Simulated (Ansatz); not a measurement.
Ag (Im-3m), a vibration from a frozen displacement

The calculation used Ansatz 0.2.0, DFT LDA, scalar-relativistic, plane waves, PAW. Settings: plane waves to 420 eV, k-mesh 10×10×10 (Γ-centred), Gaussian smearing 0.15 eV. No spin polarisation. Energies are free energies at this smearing, counted from the undisturbed cell; pressure is positive in compression.

Reference structure (as given, not relaxed at this level; it stands at -11.4 GPa; this bcc form isn't the usual structure):

```yaml
crystal:
  lattice:
    - [-3.31131, -3.31131, 3.31131]
    - [-3.31131, 3.31131, -3.31131]
    - [3.31131, -3.31131, -3.31131]
  atoms:
    - { symbol: Ag, position: [0.50000, 0.50000, 0.50000] }
    - { symbol: Ag, position: [0.00000, 0.50000, 0.50000] }
    - { symbol: Ag, position: [0.50000, 0.00000, 0.50000] }
    - { symbol: Ag, position: [0.00000, 0.00000, 0.50000] }
    - { symbol: Ag, position: [0.50000, 0.50000, 0.00000] }
    - { symbol: Ag, position: [0.00000, 0.50000, 0.00000] }
    - { symbol: Ag, position: [0.50000, 0.00000, 0.00000] }
    - { symbol: Ag, position: [0.00000, 0.00000, 0.00000] }
```

Atom 1 (Ag) is moved by x along the Cartesian unit vector (0.577, 0.577, 0.577); the cell and all other atoms stay fixed. The cell's volume is 145.23 Å³; the moved atoms weigh 107.868 u together and the others 755.077 u. Some rows repeat others by symmetry and weren't run.

```csv
x (Å),ΔE (meV/cell),total force on the moved atoms along the move (eV/Å),pressure (GPa)
-0.4500,454.49,2.6428,-8.9151
-0.3938,323.56,2.0395,-9.5568
-0.3375,222.79,1.5585,-10.0826
-0.2813,146.41,1.1735,-10.5053
-0.2250,89.44,0.8607,-10.8376
-0.1688,48.55,0.6022,-11.0874
-0.1125,21.01,0.3812,-11.2616
-0.0563,5.18,0.1850,-11.3643
0.0000,0.00,0.0000,-11.3983
0.0563,5.18,-0.1850,-11.3643
0.1125,21.01,-0.3812,-11.2616
0.1688,48.55,-0.6022,-11.0874
0.2250,89.44,-0.8607,-10.8376
0.2813,146.41,-1.1735,-10.5053
0.3375,222.79,-1.5585,-10.0826
0.3938,323.56,-2.0395,-9.5568
0.4500,454.49,-2.6428,-8.9151
```

Task: What frequency belongs to this motion?

Result: The force constant is k = −dF/dx = 3.286 eV/Å², from the parabola through x = -0.0563, 0 and 0.0563. In every cell the moved atoms swing against the rest, so the mass is μ = m₁m₂/(m₁ + m₂) = 94.385 u, and ν̃ = 521.5 cm⁻¹ × √(|k|/μ) = 97 cm⁻¹, at this cell's pressure of -11.4 GPa. The pattern needn't be a normal mode: ν̃² is then a weighted mean of the squared nonzero frequencies at the zone centre of this cell, so it lies between the lowest and the highest of them.

Task: How far does the harmonic law reach?

Result: At x = -0.450 Å, kx²/2 = 332.67 meV against the computed 454.49 meV (+36.6 %): the well stiffens in this direction at large amplitude.

Task: The pressure changes with x². What does that say about the frequency under compression?

Result: With E = k(V)x²/2, k ∝ V^(−2γ) and x scaling with the cell as V^(1/3), P − P0 = −∂E/∂V = (2γ − 2/3) ΔE/V. At x = 0.1125 Å, V(P − P0) = 145.23 × 0.13671 / 160.2 eV = 123.92 meV and ΔE = 21.01 meV, so γ = 1/3 + V(P − P0)/(2ΔE) = 3.28. This is the Grüneisen parameter of the motion under uniform scaling of the cell: shrinking the cell evenly by 1 % in volume raises the frequency by about 3.28 %.

In a metal these slopes depend on the k mesh and the smearing.

Cost: 9 runs of about 19 core-minutes in all, on AMD EPYC 7R43 (Zen 3) (shared hosts).